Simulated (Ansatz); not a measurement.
# MgS (Fm-3m): what a change of settings does

```
CELL_PARAMETERS angstrom
0.00000 2.60165 2.60165
2.60165 0.00000 2.60165
2.60165 2.60165 0.00000
ATOMIC_POSITIONS crystal
Mg 0.00000 0.00000 0.00000
S 0.50000 0.50000 0.50000
```

Level of theory, where no other is named: r²SCAN, PAW on Ansatz 0.2.0's default frozen-core files (fitted under PBE), scalar-relativistic. k mesh 8×8×8, strains of ±0.005, fixed occupations, cutoff 500 eV. The cell was relaxed by PAW under this functional.

With these settings the run gives C11 = 151.2, C44 = 60.3 GPa and B_V = 79.8 GPa (clamped ions).

The run is repeated in the same cell with hamiltonian.pseudopotentials from {'kind': 'paw'} to {'kind': 'paw', 'source': 'ansatz'}. What moves, and by how much?

C11: -0.09 %; C44: +0.04 %; B_V: +0.02 %. The cutoff follows the change, from 500 to 620 eV.

Keep in mind: frozen-core PAW files fitted under PBE, their cores solved anew for the functional of the run.
